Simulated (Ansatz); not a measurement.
InGaSbAs in space group Pmm2 (No. 25; In on 1a, As on 1b, Ga on 1d, Sb on 1c), DFT-PBE in the program Ansatz with PAW potentials, all energies at zero smearing, with the estimated change up to a 700 eV cutoff added, with one set of potentials and settings (totals compare only within such a set). Cell of 4 atoms (1 In, 1 As, 1 Ga, 1 Sb): -20722.211 eV.

```tsv
element	reference phase	E (eV/atom)
In	I4/mmm, 1 atoms in the cell	-5597.8481
As	R-3m, 2 atoms in the cell	-4856.1377
Ga	Cmce, 4 atoms in the cell	-3783.0209
Sb	R-3m, 2 atoms in the cell	-6484.4916
```

Formation energy per atom, worked out: (-20722.211 − 1×(-5597.8481) − 1×(-4856.1377) − 1×(-3783.0209) − 1×(-6484.4916))/4 = -0.178 eV/atom (-17 kJ per mol of atoms), at 0 K, without zero-point energy or fitted corrections.

The start of the workflow was typed in or built on a structure type; neither database checked (COD, Materials Project) lists it. Whether it is the stable phase at ambient conditions was not checked. The cell was relaxed with PBE under the symmetry of its start; whether a distortion lowers the energy is not shown. The references are the lowest solids computed at this level, not always the standard phases. Scalar-relativistic: spin–orbit coupling is off unless named, which matters more the heavier the elements.

Potentials: the later of the program's two PAW sets.
